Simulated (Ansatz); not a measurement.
TaSiAs in space group P4/nmm (No. 129; Si on 2a, As on 2c, Ta on 2c), PBE (plane waves, PAW; program Ansatz), all energies at zero smearing, with the estimated change up to a 700 eV cutoff added, with one set of potentials and settings (totals compare only within such a set). Cell of 6 atoms (2 Si, 2 As, 2 Ta): -30851.464 eV.

```
element             reference phase  E (eV/atom)
-------  --------------------------  -----------
Si       Fd-3m, 2 atoms in the cell    -635.8096
As        R-3m, 2 atoms in the cell   -4856.1377
Ta       Im-3m, 1 atoms in the cell   -9932.2522
```

Formation energy per atom, worked out: (-30851.464 − 2×(-635.8096) − 2×(-4856.1377) − 2×(-9932.2522))/6 = -0.511 eV/atom (-49 kJ per mol of atoms), at 0 K, without zero-point energy or fitted corrections.

The workflow started from an entry of the Crystallography Open Database (COD). Whether it is the stable phase at ambient conditions was not checked. The PBE relaxation kept the symmetry of its start; whether a distortion lowers the energy is not shown. No spin polarisation was allowed. The references are the lowest solids computed at this level, not always the standard phases. Scalar-relativistic: spin–orbit coupling is off unless named, which matters more the heavier the elements.

Potentials: the later of the program's two PAW sets.
